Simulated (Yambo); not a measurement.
Yambo run on SiO$_{2}$ (space group Fddd, No. 70). The wavefunctions come from this Quantum ESPRESSO step (LDA, PseudoDojo standard norm-conserving files, scalar-relativistic):

```
&CONTROL
  calculation = 'nscf'
  pseudo_dir = './pseudo'
  outdir = './out'
/
&SYSTEM
  ibrav = 0
  nat = 12
  ntyp = 2
  ecutwfc = 84.0
  ecutrho = 336.0
  occupations = 'fixed'
  force_symmorphic = .true.
  nbnd = 181
/
&ELECTRONS
  conv_thr = 1.2000000000000002e-08
  diago_full_acc = .true.
  diago_thr_init = 1e-08
/
ATOMIC_SPECIES
O 15.9990 O.upf
Si 28.0850 Si.upf
CELL_PARAMETERS angstrom
  0.000000000000   4.716255000000   7.362775000000
  2.359580000000   0.000000000000   7.362775000000
  2.359580000000   4.716255000000   0.000000000000
ATOMIC_POSITIONS crystal
O   0.625000000000   0.125000000000   0.625000000000
O   0.125000000000   0.625000000000   0.625000000000
O   0.625000000000   0.625000000000   0.125000000000
O   0.625000000000   0.625000000000   0.625000000000
O   0.186560000000   0.813440000000   0.186560000000
O   0.813440000000   0.186560000000   0.813440000000
O   0.063440000000   0.436560000000   0.063440000000
O   0.436560000000   0.063440000000   0.436560000000
Si   0.563230000000   0.563230000000   0.936770000000
Si   0.936770000000   0.936770000000   0.563230000000
Si   0.686770000000   0.686770000000   0.313230000000
Si   0.313230000000   0.313230000000   0.686770000000
K_POINTS automatic
4 4 4 0 0 0
```

Yambo input:

```
rim_cut
gw0
dyson
el_el_corr
HF_and_locXC
ppa
em1d
RandQpts= 1000000
RandGvec= 1 Ry
EXXRLvcs= 84 Ry
VXCRLvcs= 336 Ry
Chimod= "HARTREE"
% BndsRnXp
 1 | 180 |
%
NGsBlkXp= 6 Ry
% LongDrXp
 1.0 | 1.0 | 1.0 |
%
PPAPntXp= 27.2114 eV
% GbndRnge
 1 | 180 |
%
GTermKind= "BG"
DysSolver= "n"
ExtendOut
% QPkrange
 1 | 1 | 32 | 33 |
 3 | 3 | 32 | 33 |
 7 | 7 | 32 | 33 |
 16 | 16 | 32 | 33 |
 18 | 18 | 32 | 33 |
%
```

k points by index: 1 = Γ, 3 = (0, 0, -0.5), 7 = (0, -0.5, -0.5), 16 = (-0.5, 0, -0.5), 18 = (-0.5, -0.5, 0).

Resulting energies as the program prints them:

```
#    K-point    Band    Eo [eV]    E [eV]    E-Eo [eV]    Vxc [eV]    Vnlxc [eV]    Sc|Eo [eV]    Sc|E [eV]    dSc/dw|Eo [eV]    Re(Z)    Im(Z)
#
    1    32    0.000000    -1.813248    -1.813248    -19.68476    -25.54978    3.673083    4.051767    -5.682569    0.827245    -0.001027
    1    33    5.578601    6.963502    1.384901    -10.50507    -5.887504    -3.041268    -3.232663    -3.760449    0.878584    -0.739396E-3
    3    32    -0.264204    -2.088900    -1.824696    -19.64935    -25.57660    3.718169    4.102554    -5.731911    0.826005    -0.001034
    3    33    7.987142    9.685218    1.698077    -11.46519    -6.285667    -3.228272    -3.481451    -4.056930    0.870253    -0.840909E-3
    7    32    -0.119002    -1.945132    -1.826130    -19.62015    -25.55121    3.719711    4.104929    -5.739831    0.825807    -0.001040
    7    33    8.052807    9.864855    1.812048    -12.49681    -7.003292    -3.400619    -3.681470    -4.217313    0.865813    -0.827202E-3
    16    32    -0.262220    -2.108612    -1.846392    -19.35838    -25.30167    3.707133    4.096897    -5.743840    0.825706    -0.001049
    16    33    7.732704    9.471998    1.739294    -12.26068    -7.111967    -3.142640    -3.409419    -4.173582    0.867019    -0.818541E-3
    18    32    -0.168744    -1.973094    -1.804350    -19.65153    -25.49525    3.663193    4.039372    -5.672817    0.827490    -0.001022
    18    33    6.712505    8.247160    1.534656    -11.32688    -6.557489    -3.012954    -3.234736    -3.932278    0.873737    -0.774905E-3
```
(The two width columns are left out.) Convergence of these settings isn't established.

Geometry of the Materials Project entry, not relaxed at this level.

This is not the ordinary phase of the substance; no match was found in the copy of COD used, and its stability was not checked.
